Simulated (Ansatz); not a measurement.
GaAs:
```yaml
crystal:
  lattice:
    - [0.00000, 2.80133, 2.80133]
    - [2.80133, 0.00000, 2.80133]
    - [2.80133, 2.80133, 0.00000]
  atoms:
    - { symbol: Ga, position: [0.00000, 0.00000, 0.00000] }
    - { symbol: As, position: [0.75000, 0.75000, 0.75000] }
```

This is the LDA-relaxed structure.

Problem. All from LDA (plane waves, PAW; program Ansatz), unless another level is named. Estimate the hole effective mass, band 1 of 3 at the edge.

Solution. 0.33 along [100], 2.4 along [110], 0.78 along [111] (mₑ).

Problem. Next, the band gap?

Solution. 0.49 eV (direct).

Problem. Give the electron effective mass.

Solution. 0.028 mₑ (isotropic).

Problem. Predict the valence-band maximum.

Solution. at Γ.

Space group F-43m (zinc blende). The LDA relaxation kept the symmetry of its start. Scalar-relativistic: spin–orbit coupling is off unless named, which matters more the heavier the elements.

Potentials: the earlier of the program's two PAW sets. The files were generated under PBE; for other functionals the program regenerates the frozen cores, and for LDA and PBEsol the local potential too.
